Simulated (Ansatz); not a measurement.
## Notes on LaGa3

```xyz
4
Lattice="0.0000 4.0616 0.0000 4.0616 0.0000 0.0000 2.0308 2.0308 -4.6812" Properties=species:S:1:pos:R:3 pbc="T T T"
Ga    2.0308    2.0308    0.0000
Ga    2.0308    4.0616   -2.3406
Ga    4.0616    2.0308   -2.3406
La    0.0000    0.0000    0.0000
```

Method: r2SCAN, no spin polarisation; PAW, plane waves to 500 eV, 7×7×7 Γ-centred mesh, tetrahedron occupations (Ansatz 0.2.0), atoms fixed.

At the Fermi level: It is a metal, with about 2.6 states/eV a cell as the mean within 0.25 eV of the Fermi level, mostly Ga p (52 %) and La d (36 %).
Charges: Bader charges in e: La +1.09, Ga -0.36. In the mean La gives up most and Ga takes most.
Formation energy: -0.17 eV an atom against the elements' usual phases (free molecules for gases, crystals otherwise, with no correction for O₂ or N₂), so it is bound against them; other compounds may still compete. Relaxing would lower it.
Stress: The pressure is 14.0 GPa (compression positive), so with the atoms held at these fractions the cell would first expand. The principal stresses 6.2, 17.9, 17.9 GPa differ, so its shape would change too.
Forces: The forces vanish by the symmetry of the sites.

Origin: a known structure type with other elements, at an estimated volume, so it need not be a known compound. Caveats: empty levels are not fully converged; forces and stress under tetrahedra may miss the slope of the energy; f levels without a U or exact exchange are poorly placed.
